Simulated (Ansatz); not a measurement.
**Mg3ZnTe4 (P-4m2) at 2 levels of theory**

One geometry, relaxed with PBE; plane waves with PAW potentials in Ansatz, scalar-relativistic. No spin polarisation. Gaps are the least over mesh and band path; pressure is positive in compression.

Space group P-4m2 (No. 115). a = 4.533 Å, b = 4.533 Å, c = 12.924 Å, α = 90.00°, β = 90.00°, γ = 90.00°
```
atom  site  symmetry       x       y       z
  Mg    2e      2mm.  0.0000  0.0000  0.7566
  Mg    1c      -4m2  0.5000  0.5000  0.5000
  Zn    1b      -4m2  0.5000  0.5000  0.0000
  Te    2g      2mm.  0.5000  0.0000  0.6283
  Te    2g      2mm.  0.5000  0.0000  0.1149
```

| level | cutoff (eV) | k mesh | gap (eV) | pressure (GPa) |
| --- | --- | --- | --- | --- |
| PBE | 420 | 6×6×2 | 1.82 | 0.0 |

**Question.** What comes out on the same cell with r2SCAN?

**Answer.**
| level | cutoff (eV) | k mesh | gap (eV) | pressure (GPa) |
| --- | --- | --- | --- | --- |
| r2SCAN | 500 | 6×6×2 | 2.37 | -0.9 |

Spin-orbit coupling matters for the bands of heavy elements and is left out.

The structure comes from a generated guess; another structure or a mixture of phases may lie lower.
